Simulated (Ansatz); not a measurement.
**WS$_{2}$: do energies and stresses tell the same story?**

Theory: DFT PBEsol, scalar-relativistic, plane waves, PAW (Ansatz 0.2.0).

Settings: cutoff 420 eV, Γ-centred mesh 12×12×4 on the computed 6-atom cell, Gaussian smearing of 0.02 eV; no spin polarisation.

Relaxed cell: P6_3/mmc, a = 3.146 Å, b = 3.146 Å, c = 12.694 Å, α = 90.00°, β = 90.00°, γ = 120.00°, 6 atoms in the primitive cell.

Energies at zero smearing and pressures from the stress tensor, at volumes with shape and atoms relaxed:
| V (Å³/atom) | E − E(first) (meV/atom) | P (GPa) |
| --- | --- | --- |
| 17.048 | 0.00 | 2.136 |
| 17.592 | -4.75 | 0.796 |
| 18.136 | -5.93 | -0.009 |
| 18.680 | -5.25 | -0.352 |
| 19.224 | -3.85 | -0.501 |

Check P = −dE/dV between neighbouring volumes, and get the bulk modulus from the pressures alone.

With 1 eV/Å³ = 160.2 GPa:
```csv
middle V (Å³/atom),−ΔE/ΔV (GPa),mean P (GPa)
17.320,1.398,1.466
17.864,0.347,0.393
18.408,-0.200,-0.181
18.952,-0.413,-0.426
```

The two differ by 0.068 GPa at most. The mean of two end pressures misses the average over a step by about ΔV² P″/12, up to 0.045 GPa here; with that taken off 0.025 GPa remains, from the finite cutoff, the mesh or the relaxation's tolerance. Around V = 18.136 Å³/atom, the two neighbours give B = −V ΔP/ΔV = 18.136 × 1.148 / 1.088 = 19.1 GPa, against B0 = 18.4 GPa from the Birch–Murnaghan fit of the energies, which describes these points poorly (B0' = 23.9).

Spin–orbit coupling is left out, which can shift energies with elements as heavy as these. The cell holds layers, and where no dispersion correction was added their binding is poorly described.